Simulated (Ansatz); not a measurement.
## Property card for SiB3

SiB3:
```yaml
crystal:
  lattice:
    - [-4.18228, 6.27720, 3.10272]
    - [4.18228, -6.27720, 3.10272]
    - [4.18228, 6.27720, -3.10272]
  atoms:
    - { symbol: Si, position: [0.31372, 0.33230, 0.51858] }
    - { symbol: Si, position: [0.68628, 0.66770, 0.48142] }
    - { symbol: Si, position: [0.31372, 0.79514, 0.98142] }
    - { symbol: Si, position: [0.68628, 0.20486, 0.01858] }
    - { symbol: Si, position: [0.84798, 0.00252, 0.84546] }
    - { symbol: Si, position: [0.15202, 0.99748, 0.15454] }
    - { symbol: Si, position: [0.65706, 0.00252, 0.65454] }
    - { symbol: Si, position: [0.34294, 0.99748, 0.34546] }
    - { symbol: B, position: [0.14918, 0.72359, 0.42560] }
    - { symbol: B, position: [0.85082, 0.27641, 0.57440] }
    - { symbol: B, position: [0.79799, 0.72359, 0.07440] }
    - { symbol: B, position: [0.20201, 0.27641, 0.92560] }
    - { symbol: B, position: [0.11528, 0.39201, 0.50183] }
    - { symbol: B, position: [0.88472, 0.60799, 0.49817] }
    - { symbol: B, position: [0.39018, 0.61345, 0.99817] }
    - { symbol: B, position: [0.60982, 0.38655, 0.00183] }
    - { symbol: B, position: [0.88472, 0.38655, 0.27673] }
    - { symbol: B, position: [0.11528, 0.61345, 0.72327] }
    - { symbol: B, position: [0.60982, 0.60799, 0.22327] }
    - { symbol: B, position: [0.39018, 0.39201, 0.77673] }
    - { symbol: B, position: [0.15370, 0.48038, 0.32342] }
    - { symbol: B, position: [0.84630, 0.51962, 0.67658] }
    - { symbol: B, position: [0.65695, 0.83028, 0.17658] }
    - { symbol: B, position: [0.34305, 0.16972, 0.82342] }
    - { symbol: B, position: [0.84630, 0.16972, 0.32667] }
    - { symbol: B, position: [0.15370, 0.83028, 0.67333] }
    - { symbol: B, position: [0.34305, 0.51962, 0.17333] }
    - { symbol: B, position: [0.65695, 0.48038, 0.82667] }
    - { symbol: B, position: [0.34048, 0.27134, 0.06914] }
    - { symbol: B, position: [0.65952, 0.72866, 0.93086] }
    - { symbol: B, position: [0.70219, 0.27134, 0.43086] }
    - { symbol: B, position: [0.29781, 0.72866, 0.56914] }
```

Space group Imma (No. 74); conventional cell a = 8.3646 Å, b = 12.5544 Å, c = 6.2054 Å, α = 90.00°, β = 90.00°, γ = 90.00°.

Method: DFT-r²SCAN in the program Ansatz with PAW potentials. Structure relaxed to zero pressure with the same functional. Other levels are named where they apply.

**Cell and energy**

* **Volume per atom**: 10.18 Å³
* **Density**: 2.47 g/cm³
* **Formation energy from the elements (no fitted shifts)**: -0.043 eV/atom

**Electronic structure**

* **Band gap**: 1.54 eV (indirect)
* **Valence-band maximum**: at Γ
* **Conduction-band minimum**: on the Γ–X line, 43 % of the way from Γ (k = 0.214, -0.214, 0.214 in fractions of the reciprocal vectors) (2 equivalent valleys)
* **Smallest direct gap on the standard path**: 1.57 eV

The first step of the workflow began from a Materials Project structure, measured or hypothetical; the Crystallography Open Database copy checked does not list it. Whether it is the stable phase at ambient conditions was not checked. Symmetry was held in the r²SCAN relaxation; its stability against distortions is not shown here. The references are the lowest solids computed at this level, not always the standard phases.

Potentials: the later of the program's two PAW sets.
